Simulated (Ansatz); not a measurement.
The start is a generated cell, Ta built in the AFLOW prototype A_mP4_4_2a (as in Te). The structure is fully relaxed (lattice and positions, P = 0) with PBEsol (plane waves to 420 eV, PAW, scalar-relativistic; Ansatz, a quantum-chemistry and plane-wave program). The first steps use a coarse 12×5×8 k-mesh.

Starting cell:
```
Ta
1.0
    2.69448     0.00000     0.00000
    0.00000     6.52178     0.00000
   -0.19536     0.00000     4.12737
Ta
4
Cartesian
  0.57984   4.76090   1.98114
  1.91927   1.50001   2.14623
  1.28944   3.26089   0.08255
  1.20967   0.00000   4.04482
```

Question: How much energy is released per atom?

Answer: 0.50 eV/atom.

Question: How does the volume per atom move from start to end?

Answer: -1.0 %, from 18.13 to 17.95 Å³/atom.

Question: How do the shortest distances between atoms change?

Answer: The closest pairs of elements (up to four, under 3.6 Å), start → end: Ta–Ta 2.52 → 2.81 Å.

Question: What band gap does the relaxed structure have at this level?

Answer: No gap (metallic).

Final values are on a 9×10×16 k-mesh of the relaxed cell. The start holds a very short contact (Ta–Ta 2.52 Å). No spin polarisation in the result.

The run could not lose the symmetry of its start: the end is stationary, and may be a saddle point rather than a minimum.

The relaxed structure here is a generated cell of Ta: the first start was made by placing the elements on the sites of a structure type, and the end was not matched to a known phase here, so it may be hypothetical. Known forms of Ta include space group No. 229.
